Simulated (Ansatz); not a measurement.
Starting cell, CdS (wurtzite):

```xyz
4
Lattice="4.1962 0.0000 0.0000 -2.0981 3.6340 0.0000 0.0000 0.0000 6.8295" Properties=species:S:1:pos:R:3 pbc="T T T"
Cd     0.0000     2.4227     6.8238
Cd     2.0981     1.2113     3.4091
S      0.0000     2.4227     2.5654
S      2.0981     1.2113     5.9802
```

In this cell atom 1 (Cd, nearest neighbour S at 2.565 Å; its periodic images, 4.2 Å or more away, move with it) is moved by s along Cartesian [111], unit vector (0.577, 0.577, 0.577); all other atoms and the cell stay fixed.

Computed with PBE (plane waves to 420 eV, PAW, scalar-relativistic; Ansatz, an electronic-structure program). k mesh 7×7×4 (Γ-centred), Fermi-Dirac smearing 0.05 eV. Energies are smeared free energies. CdS was relaxed with its symmetry unable to fall. The zero of ΔE is the undisplaced structure.

Task: What ΔE (meV/cell) does the calculation give at s (Å) = -0.208, -0.156, -0.104, -0.052, 0.104, 0.156, 0.208, 0.260?

Result: 
```json
[
 {"s (Å)": "-0.208", "ΔE (meV/cell)": "126.2"},
 {"s (Å)": "-0.156", "ΔE (meV/cell)": "67.2"},
 {"s (Å)": "-0.104", "ΔE (meV/cell)": "28.4"},
 {"s (Å)": "-0.052", "ΔE (meV/cell)": "6.7"},
 {"s (Å)": "0.104", "ΔE (meV/cell)": "24.0"},
 {"s (Å)": "0.156", "ΔE (meV/cell)": "51.7"},
 {"s (Å)": "0.208", "ΔE (meV/cell)": "88.6"},
 {"s (Å)": "0.260", "ΔE (meV/cell)": "133.7"}
]
```

(A displaced cell: forces are minus the slopes of the energy, force constants its curvatures, and phonons follow from these.)
